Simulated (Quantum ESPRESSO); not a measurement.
Computed NMR tensors in CdTe

```
CELL_PARAMETERS angstrom
      0.00000     3.28211     3.28211
      3.28211     0.00000     3.28211
      3.28211     3.28211     0.00000
ATOMIC_POSITIONS crystal
  Cd 0.00000 0.00000 0.00000
  Te 0.25000 0.25000 0.25000
```
Geometry: a computed entry of the Materials Project; it was not checked against measured cells. It is CdTe in F-43m. Stability against distortions was not tested.

Shieldings are absolute and leave out the bulk-susceptibility term; a larger σ means a smaller chemical shift. By our sweeps, such settings leave a few ppm in absolute σ on light atoms and up to some 20 ppm from Zn on. No spin–orbit coupling; Te is the heaviest element present. The datasets of Te hold no d projectors, which limits absolute σ on these atoms. With so small a Kohn–Sham gap, σ hangs strongly on the functional and the mesh.

What do the calculations give at each independent site (shieldings by PBE GIPAW on JTH datasets (Quantum ESPRESSO, modified build), 20 Ha, k-mesh 7×7×7 shifted, f-sum rule met within 0.005 %)?


| site | site symmetry | σ_iso (ppm) |
|---|---|---|
| Cd (atom 1) | -43m | 2915 |
| Te (atom 2) | -43m | 3475 |
